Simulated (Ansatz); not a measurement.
CrI₃:
```xyz
8
Lattice="6.9292 0.0000 0.0000 -3.4646 6.0009 0.0000 0.0000 0.0000 33.0000" Properties=species:S:1:pos:R:3 pbc="T T F"
Cr     0.0000     4.0006    16.5000
Cr     3.4646     2.0003    16.5000
I      2.4562     0.0000    14.9325
I      4.4731     0.0000    18.0675
I      2.2365     3.8738    14.9325
I     -2.2365     3.8738    18.0675
I      1.2281     2.1271    18.0675
I     -1.2281     2.1271    14.9325
```
The run is spin-polarised.
Free-standing layer in the xy plane with vacuum along z and no interaction between images.

Relaxed with r²SCAN+D4.

Q: All from r²SCAN+D4 (plane waves, PAW; program Ansatz), unless another level is named. Give the Bader charges.

A: Cr +1.24, I -0.41 e.

Q: Predict the net moment.

A: 0.75 μB per atom.

Q: Predict the magnetic order.

A: ferromagnetic.

Space group P-31m (honeycomb of octahedra). A layer that has been made, often on a substrate. The cell was relaxed with r²SCAN+D4 under the symmetry of its start; its stability against distortions is not shown here. The final state is ferromagnetic, chosen from 4 collinear starts compared on coarse meshes (ties went to the first, and starts can fall back to one state), not a proven ground state. Other orbital occupations within this spin state were not tried. No Hubbard U is applied. Spin–orbit coupling is left out wherever it is not named.

Potentials: the later of the program's two PAW sets.
